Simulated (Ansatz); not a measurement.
The start is a generated cell, TiC built in the CrB structure type. The cell and all atomic positions are relaxed at zero pressure with r2SCAN (plane waves to 500 eV, PAW, scalar-relativistic; Ansatz, a program for electronic structure). The first steps use a coarse 8×8×7 k-mesh.

Input geometry:
```
CELL_PARAMETERS angstrom
      1.58944    -4.20015     0.00000
      1.58944     4.20015     0.00000
      0.00000     0.00000     3.13234
ATOMIC_POSITIONS crystal
  C  0.56400 0.43600 0.75000
  C  0.43600 0.56400 0.25000
  Ti 0.85475 0.14525 0.75000
  Ti 0.14525 0.85475 0.25000
```

**Question.** How large is the pressure on the unrelaxed cell, and of which sign?

**Answer.** -24 GPa (negative: the cell is under tension).

**Question.** Which atoms feel the largest initial force, and how large is it?

**Answer.** About 0.8 eV/Å, on Ti3, Ti4 (atoms numbered as listed).

**Question.** How do the shortest distances between atoms change?

**Answer.** The closest pairs of elements (up to four, under 3.6 Å), start → end: C–C 1.90 → 2.96 Å; C–Ti 2.33 → 2.14 Å; Ti–Ti 2.84 → 2.96 Å.

**Question.** What band gap does the relaxed structure have at this level?

**Answer.** Zero (metallic).

The space group stays Cmcm (No. 63) (the run could not lower it), with 4 atoms in the primitive cell. Final values are on a 16×16×15 k-mesh of the relaxed cell. No spin polarisation in the result.

The run could not lose the symmetry of its start, so the end can be a saddle point.

The relaxed structure here is a generated cell of TiC: the first start was made by placing the elements on the sites of a structure type, and the end was not matched to a known phase here, so it may be hypothetical. Known forms of TiC include space group No. 225.
